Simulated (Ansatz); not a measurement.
Be₂C:
```
Be2C
1.0
    0.00000     2.15536     2.15536
    2.15536     0.00000     2.15536
    2.15536     2.15536     0.00000
Be C
2 1
Direct
  0.75000   0.75000   0.75000
  0.25000   0.25000   0.25000
  0.00000   0.00000   0.00000
```

Relaxed with PBEsol. Special points in fractions of this cell's reciprocal vectors: Γ (0.000, 0.000, 0.000); X (0.500, 0.000, 0.500); U (0.625, 0.250, 0.625); K (0.375, 0.375, 0.750); L (0.500, 0.500, 0.500); W (0.500, 0.250, 0.750).

List the band energies nearest the valence-band maximum at these points for PBEsol in the plane-wave PAW code Ansatz.

In eV from the valence-band maximum; about four levels below and three above (degenerate sets whole), none deeper than 8.9 eV; … stands for higher levels left out; points with the same levels are listed once.

```csv
k,below,above
Γ,0.00 0.00 0.00,4.12 4.12 4.12
X,-6.83 -4.80 -4.80,1.08 5.81 …
U,-6.96 -6.34 -4.05,3.26 8.36 11.63
L,-8.84 -1.86 -1.86,4.98 4.98 7.14
W,-6.38 -5.96 -5.96,5.67 8.19 …
```

Space group Fm-3m (fluorite or antifluorite type). The PBEsol relaxation kept the symmetry of its start.

Potentials: the later of the program's two PAW sets.
